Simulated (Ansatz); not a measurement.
Na:
```
Na
1.0
    3.76860     0.00000     0.00000
   -1.88430     3.26371     0.00000
    0.00000     0.00000    12.23472
Na
4
Direct
  0.00000   0.00000   0.00000
  0.00000   0.00000   0.50000
  0.33333   0.66667   0.25000
  0.66667   0.33333   0.75000
```

Relaxed with r²SCAN+D4. Special points in fractions of this cell's reciprocal vectors: Γ (0.000, 0.000, 0.000); M (0.500, 0.000, 0.000); K (0.333, 0.333, 0.000); A (0.000, 0.000, 0.500); L (0.500, 0.000, 0.500); H (0.333, 0.333, 0.500).

Question: List the band energies nearest the Fermi level at these points for the program Ansatz at the r²SCAN+D4 level (PAW).

Answer: In eV from the Fermi level; about four levels below and three above (degenerate sets whole), none deeper than 8.9 eV; points with the same levels are listed once.

```csv
k,below,above
Γ,-3.49 -2.39 -2.39,0.51 1.18 5.98
M,–,0.21 0.33 1.03
K,–,1.38 1.38 1.61
A,-3.21 -3.21 -1.04 -1.04,3.21 3.21 9.13 9.13
L,–,0.40 0.40 0.68 0.68
H,–,1.49 1.49 1.81 1.81
```

Space group P6_3/mmc (dhcp (α-La type)). The first step of the workflow began from a Materials Project structure, measured or hypothetical; the Crystallography Open Database files this formula in space group No. 194, but the cells were not matched. It is not the phase usual at ambient conditions (space group No. 229). The cell was relaxed with r²SCAN+D4 under the symmetry of its start; whether a distortion lowers the energy is not shown. The pairwise dispersion correction was not fitted to metals.

Potentials: the later of the program's two PAW sets.
